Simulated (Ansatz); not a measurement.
Notes on InP$_{3}$

```xyz
8
Lattice="3.7078 2.1407 3.4823 -3.7078 2.1407 3.4823 0.0000 -4.2814 3.4823" Properties=species:S:1:pos:R:3 pbc="T T T"
In    0.0000    0.0000    2.8102
In    0.0000    0.0000    7.6367
P     2.0207   -1.1667    6.4284
P     0.0000    2.3333    6.4284
P    -2.0207   -1.1667    6.4284
P    -2.0207    1.1667    4.0186
P     2.0207    1.1667    4.0186
P     0.0000   -2.3333    4.0186
```

Level: r2SCAN, no spin polarisation; 500 eV; 6×6×6 Γ-centred mesh; fermi-dirac occupations (width 0.1 eV); Ansatz 0.2.0, fixed geometry.

(1) Where is the largest force?

(2) What happens at the Fermi level?

(3) Is it stable against the elements?

(4) Is the cell too large or too small?

Origin: a known structure type with other elements, at an estimated volume, so it need not be a known compound.

Answers

(1) The largest is on P4 (and as large on other atoms): 0.42 eV/Å, components (0.00, 0.39, 0.15). It makes 54° with the line to a nearest neighbour, P6 at 2.22 Å.

(2) It is a metal, with about 0.76 states/eV a cell as the mean within 0.25 eV of the Fermi level, mostly P p (71 %).

(3) -0.14 eV an atom against the elements' usual phases (free molecules for gases, crystals otherwise, with no correction for O₂ or N₂), so it is bound against them; other compounds may still compete. Relaxing would lower it.

(4) The pressure is -0.8 GPa (compression positive), so with the atoms held at these fractions the cell would first shrink. The principal stresses -2.2, -0.1, -0.1 GPa differ, so its shape would change too.
